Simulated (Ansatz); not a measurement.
YSiPt:
```xyz
12
Lattice="7.0132 0.0000 0.0000 0.0000 4.2712 0.0000 0.0000 0.0000 7.4587" Properties=species:S:1:pos:R:3 pbc="T T T"
Y      6.9935     1.0678     5.2329
Y      0.0198     3.2034     2.2259
Y      3.5264     3.2034     1.5035
Y      3.4869     1.0678     5.9552
Si     2.1947     1.0678     3.0731
Si     4.8185     3.2034     4.3857
Si     1.3119     3.2034     6.8024
Si     5.7013     1.0678     0.6563
Pt     1.3981     1.0678     0.6295
Pt     5.6151     3.2034     6.8292
Pt     2.1085     3.2034     4.3589
Pt     4.9047     1.0678     3.0999
```

Relaxed with r²SCAN. Special points in fractions of this cell's reciprocal vectors: Γ (0.000, 0.000, 0.000); X (0.500, 0.000, 0.000); S (0.500, 0.500, 0.000); Y (0.000, 0.500, 0.000); Z (0.000, 0.000, 0.500); U (0.500, 0.000, 0.500); R (0.500, 0.500, 0.500); T (0.000, 0.500, 0.500).

List the band energies nearest the Fermi level at these points for the program Ansatz at the r²SCAN level (PAW).

In eV from the Fermi level; about four levels below and three above (degenerate sets whole), none deeper than 8.9 eV; points with the same levels are listed once.

```json
[
 {"k": "Γ", "below": "-1.36 -1.00 -0.96 -0.57", "above": "0.09 0.91 1.22"},
 {"k": "X", "below": "-1.60 -1.60 -1.14 -1.14", "above": "0.52 0.52 0.78 0.78"},
 {"k": "S", "below": "-0.25 -0.25 -0.25 -0.25", "above": "1.12 1.12 1.12 1.12"},
 {"k": "Y", "below": "-1.06 -1.06 -0.50 -0.50", "above": "1.70 1.70 1.81 1.81"},
 {"k": "Z", "below": "-0.80 -0.80 -0.75 -0.75", "above": "0.10 0.10 0.42 0.42"},
 {"k": "U", "below": "-1.15 -1.15 -0.82 -0.82", "above": "0.35 0.35 0.94 0.94"},
 {"k": "R", "below": "-0.14 -0.14 -0.14 -0.14", "above": "1.32 1.32 1.32 1.32"},
 {"k": "T", "below": "-1.01 -1.01 -0.61 -0.61", "above": "1.26 1.26 1.86 1.86"}
]
```

Space group Pnma. The first step of the workflow began from a Materials Project structure, measured or hypothetical; the Crystallography Open Database copy checked does not list it. With Si and Pt taken as one species the cell has the higher symmetry Imma, so it may be an ordered model of a mixed-site phase. Whether it is the stable phase at ambient conditions was not checked. The cell was relaxed with r²SCAN under the symmetry of its start; whether a distortion lowers the energy is not shown. No spin polarisation was allowed. Spin–orbit coupling is left out wherever it is not named.

Potentials: the later of the program's two PAW sets.
